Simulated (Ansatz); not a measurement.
This TaMo4 structure is the end of a relaxation. The cell was found from a structure generator's guess, not taken from experiment.

All numbers below come from Ansatz, DFT PBE, scalar-relativistic, plane waves, PAW. Cutoff 420 eV, Γ-centred mesh, Gaussian smearing, collinear spin.

```
CELL_PARAMETERS angstrom
4.67922 0.00000 0.00000
0.00000 4.67922 0.00000
0.00000 0.00000 4.67922
ATOMIC_POSITIONS crystal
Ta 0.50000 0.50000 0.50000
Mo 0.00000 0.50000 0.50000
Mo 0.50000 0.00000 0.50000
Mo 0.50000 0.50000 0.00000
Mo 0.00000 0.00000 0.00000
```

Energies over the elements count from the elements' standard structures at the same level, with no fitted energy shifts.

(1) Find its symmetry and describe it.

(2) What is its formation energy per atom?

(3) Is it a metal?

(4) Which magnetic moments does it keep?

Answers

(1) Pm-3m (No. 221). Conventional cell: a = 4.679 Å. Ta has 6 Mo at 2.34 Å; around Mo on a site of symmetry 4/mmm lie 2 Ta at 2.34 Å and 12 Mo at 3.31 Å; Mo on a site of symmetry m-3m has 12 Mo at 3.31 Å.

(2) +2.06 eV/atom. The separate elements lie lower, so it is unstable against them.

(3) Yes, bands cross the Fermi level on the 8×8×8 mesh.

(4) 0.00 μB per atom net, the space between the atoms included; by site: all under 0.1 μB.

The last run used collinear spin, an 8×8×8 mesh for its 5-atom cell and Gaussian smearing of 0.10 eV. These runs have no spin–orbit coupling, which can matter for Ta. A structure relaxed within its symmetry needn't be a true minimum. Another cell of TaMo4 relaxed alike but without spin, in C2/m, lies 2.14 eV/atom lower, so this cell isn't the stable form at this level.
